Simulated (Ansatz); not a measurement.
This LiBe₃H₆ structure is the end of a relaxation. The cell was found from a structure generator's guess, not taken from experiment.

All numbers below come from DFT PBE, scalar-relativistic, plane waves, PAW (Ansatz 0.2.0). Cutoff 420 eV, Γ-centred mesh, Gaussian smearing, no spin polarisation.

```
Li Be H
1.0
     5.06386    0.00000    0.00000
     0.00000    5.06386    0.00000
     0.00000    0.00000    5.48391
Li Be H
2 6 12
Cartesian
  0.0000 2.5319 2.7420
  2.5319 0.0000 0.0000
  0.0000 0.0000 1.3710
  0.0000 0.0000 4.1129
  3.2619 1.1273 2.7420
  1.8020 3.9365 2.7420
  3.9365 3.2619 0.0000
  1.1273 1.8020 0.0000
  3.9563 1.1288 1.4680
  1.1075 3.9351 1.4680
  3.9351 3.9563 1.2740
  1.1288 1.1075 1.2740
  3.9563 1.1288 4.0160
  1.1075 3.9351 4.0160
  3.9351 3.9563 4.2099
  1.1288 1.1075 4.2099
  2.5319 0.0000 2.7420
  2.5319 2.5319 2.7420
  2.5319 2.5319 0.0000
  0.0000 2.5319 0.0000
```

The zero of energy is the elements' standard structures at the same level (H₂ as a molecule); no fitted shifts are applied.

Task: Find its symmetry and describe it.

Result: P4_2/m (No. 84). Conventional cell: a = 5.064 Å, c = 5.484 Å. Li is surrounded by 4 H at 2.20 Å, 2 Be at 2.28 Å, 4 H at 2.34 Å, 2 H at 2.53 Å and 2 H at 2.74 Å; Be on a site of symmetry -4 is surrounded by 4 H at 1.58 Å; Be on a site of symmetry m is surrounded by 1 H at 1.34 Å, 2 H at 1.45 Å, 1 H at 1.58 Å and 1 Li at 2.28 Å; H on a site of symmetry 1 is surrounded by 1 Be at 1.45 Å, 1 Be at 1.58 Å, 1 Li at 2.20 Å, 5 H at 2.22–2.37 Å and 1 Li at 2.34 Å; 2 more sites not described.

Task: How far does it lie from the elements in energy?

Result: +0.09 eV/atom. A positive value: parting into the elements would lower its energy.

Task: Is it a metal?

Result: Yes, bands cross the Fermi level on the 8×8×8 mesh, though with few states there, as in a semimetal.

Task: From what recipe could a structure generator have reached it?

Result: One such recipe: 4-connected net, bridging atoms on its edges, guests in its cages (P4_2/m, No. 84). Other recipes can lead to the same cell.

The last run used an 8×8×8 mesh for its 20-atom cell and Gaussian smearing of 0.10 eV. With hydrogen, zero-point motion can shift formation energies by some tens of meV/atom. Symmetry constrained the relaxation, so the result can be a saddle point.
